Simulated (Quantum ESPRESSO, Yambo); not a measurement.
# Quasiparticle gap of CsBH₄

```
CsBH4
1.0
    0.00000     3.66599     3.66599
    3.66599     0.00000     3.66599
    3.66599     3.66599     0.00000
H B Cs
4 1 1
Direct
  0.40338   0.78986   0.40338
  0.40338   0.40338   0.78986
  0.40338   0.40338   0.40338
  0.78986   0.40338   0.40338
  0.50000   0.50000   0.50000
  0.00000   0.00000   0.00000
```

The geometry is that of Materials Project entry mp-1225884, symmetrised and not relaxed again.

Starting point: norm-conserving PBEsol (Quantum ESPRESSO, 76 Ry, no spin-orbit coupling). G0W0 in Yambo: 4×4×4 Γ-centred k mesh, 170 bands and a 8 Ry block in the screening, 170 bands in G with the Bruneval-Gonze terminator, plasmon pole fitted at 27.2 eV.

```
Property                                            Result
-------------------------------------------------  -------
PBEsol gap along the band path                     5.56 eV
PBEsol gap between the mesh's edge points (W → X)  5.56 eV
G0W0 gap between the same points                   8.52 eV
PBEsol smallest direct gap on the mesh (at X)      5.56 eV
G0W0 direct gap at that point                      8.52 eV
```

```csv
k point,band,E PBEsol (eV),E QP (eV),shift (eV),Z
Γ,VB,-0.03,-2.18,-2.15,0.82
Γ,CB,5.94,6.75,0.80,0.87
L,VB,-0.28,-2.44,-2.17,0.82
L,CB,7.25,7.90,0.65,0.87
X,VB,0.00,-2.14,-2.14,0.82
X,CB,5.56,6.38,0.82,0.87
W,VB,0.00,-2.14,-2.14,0.82
W,CB,6.73,7.46,0.73,0.87
```

Energies count from the PBEsol valence-band maximum.

Nearest settings tried, and what they do to the gap: 105 bands in G: -1 meV; 105 bands in W, 105 bands in G: -35 meV; 1 Ry block (27 vectors against 283): -477 meV. Not varied: mesh. So the settings aren't converged at that level.

The structure is a Materials Project entry; no match was found in the copy of COD used, and its stability was not checked.
